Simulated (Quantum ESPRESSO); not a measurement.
```
CELL_PARAMETERS angstrom
      0.00000     2.29857     2.23096
      2.23096     0.00000     2.23096
      2.23096     2.29857     0.00000
ATOMIC_POSITIONS crystal
  Ga 0.00000 0.00000 0.00000
  N  0.75000 0.75000 0.75000
```
The cell was made here from a computed Materials Project entry: strained by +2 % along the cube axis and by -1 % across it, atoms relaxed (PBE without dispersion, pw.x of a modified build of Quantum ESPRESSO, symmetry kept). The parent is GaN in F-43m. Stability against distortions was not tested.

A lattice sum over point charges, one formal value an element (Ga +3, N -3), with no Sternheimer factor, costs far less than a self-consistent run. Taken along the main axis of each site's self-consistent tensor, it gives:

| site | V along that axis, point charges (a.u.) |
|---|---|
| Ga (atom 1) | -0.007 |
| N (atom 2) | 0.007 |

Q: How do the values of the PAW reconstruction of the field gradient on a scalar-relativistic PBE ground state (Quantum ESPRESSO, JTH datasets) compare?

A: 
```csv
site,"Vzz, PAW (a.u.)",PAW over point charges
Ga,-0.085,11
N,0.040,5.4
```
  Cores are frozen. Against all-electron runs on small test molecules, this scheme's |Vzz| missed by −8 % on Ga, under 1 % on N.
